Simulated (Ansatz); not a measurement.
SnO2: energy along a strain

SnO2, I4_1/amd, a = 3.999 Å, c = 10.204 Å. This isn't the usual stable structure of the compound. Ansatz: r2SCAN, PAW, 500 eV, Γ-centred 10×10×10 mesh on 6 atoms, Gaussian smearing 0.05 eV; no spin polarisation. Cell vectors (Å): -2.000 2.000 5.102; 2.000 -2.000 5.102; 2.000 2.000 -5.102. The cell is strained by x per cent times the pattern (0 0 1 0 0 0) in the order xx yy zz yz xz xy (engineering shears), with fractional coordinates held. y is the free energy over the start, V0 = 13.599 Å³/atom.

```
x (%) y (meV/atom)
-2.00             ?
-1.50          3.87
-1.00          1.69
-0.50          0.42
 0.00          0.00
 0.50          0.39
 1.00          1.55
 1.50          3.43
 1.75          4.62
 2.00          5.98
```

Task: Fit y = c2 x² + c3 x³ to the other rows, get the stiffness along the pattern, and predict the missing energy.

Result: Least squares on the rows shown. y = 1.623 x² − 0.06460 x³. The clamped-ion stiffness p·C·p = 2 × 16.23 eV × 160.2 / 13.599 Å³ = 382 GPa, which is C33 in these axes. At x = -2.00 the fit asked for gives 7.01 meV/atom. The run gave 7.02 meV/atom, so the fit is 0.01 meV/atom too low, within twice the rms miss on the fitted rows (0.005 meV/atom).